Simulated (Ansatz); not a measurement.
TePb (zinc blende, space group No. 216), the program Ansatz at the LDA level (PAW): ε∞ = 10.4, cell volume 90.39 Å³. Infrared-active transverse modes:

```csv
ω_TO (cm⁻¹),oscillator strength S_xx (e²/amu)
108.7,0.05040
```

Compute the static dielectric constant.

Each mode adds (4.921e7/V) S/ω²: 2.32. So ε0 = 12.8.

What LO frequency does the Lyddane–Sachs–Teller relation give?

ω_LO = ω_TO √(ε0/ε∞) = 120 cm⁻¹.

Space group F-43m (zinc blende). The cell is a constructed one: a structure type filled with these elements; neither database checked (COD, Materials Project) lists it. It is not the phase usual at ambient conditions (space group No. 225). Symmetry was held in the LDA relaxation. At this level the phase is mechanically unstable. Spin–orbit coupling is left out wherever it is not named.

Potentials: the later of the program's two PAW sets.
